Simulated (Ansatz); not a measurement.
Co₃W (Cu3Au type, Pm-3m) at seven volumes, plane-wave PAW PBEsol (Ansatz code), scaled uniformly. One row is withheld.

```tsv
V (Å³/atom)	P (GPa)
10.183	35.61
10.518	21.70
10.854	9.94
11.190	-0.01
11.526	-8.42
11.861	-15.52
12.197	?
```

**Question.** Fit the shown pressures and predict the withheld one.

**Answer.** Third-order Birch–Murnaghan: P = (3/2)B₀(x^(7/2) − x^(5/2))[1 + (3/4)(B′ − 4)(x − 1)] with x = (V₀/V)^(2/3). Least squares on the six rows gives V₀ = 11.190 Å³/atom, B₀ = 304.3 GPa, B′ = 4.58. At V = 12.197, x = 0.9442 and P = -21.54 GPa. The run itself gave -21.53 GPa.

The first step of the workflow began from a Materials Project structure, measured or hypothetical; the Crystallography Open Database copy checked does not list it. COD files the formula under space group No. 194. Its standing as an ambient phase is unchecked. The cell was relaxed with PBEsol under the symmetry of its start, as lowered by the spin order; its stability against distortions is not shown here. The final state is ferrimagnetic, the only order run, not a proven ground state. Scalar-relativistic: spin–orbit coupling is off unless named, which matters more the heavier the elements.

Potentials: the later of the program's two PAW sets.
